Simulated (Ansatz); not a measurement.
TiO2 (rutile, space group No. 136), DFT-PBEsol in the program Ansatz with PAW potentials. The conduction-band minimum lies at Γ, with 1 equivalent valley. Second derivatives d²E/dk² of the lowest band at one valley (eV·Å²), along Cartesian directions:

```tsv
direction	d²E/dk²
[100]	6.884
[010]	6.884
[001]	14.10
[110]	6.852
[101]	10.50
[011]	10.50
```

Find the principal effective masses, the density-of-states mass and the conductivity mass.

Off-diagonal terms follow from H_xy = H[110] − (H_xx + H_yy)/2, and m*/mₑ = 7.620 eV·Å² over each eigenvalue: 0.54, 1.1, 1.1. One valley's DOS mass (m₁m₂m₃)^(1/3) = 0.87, conductivity mass 3/(Σ 1/mᵢ) = 0.82 mₑ.

What effective density of states Nc follows at 300 K for parabolic valleys?

Nc = 2.509e19 × 1 × (0.87)^(3/2) ≈ 2.0e19 cm⁻³.

Space group P4_2/mnm (rutile). The PBEsol relaxation kept the symmetry of its start. No spin polarisation was allowed.

Potentials: the later of the program's two PAW sets.

Edges and masses are those of Kohn–Sham bands, whose gap is no quasiparticle gap.
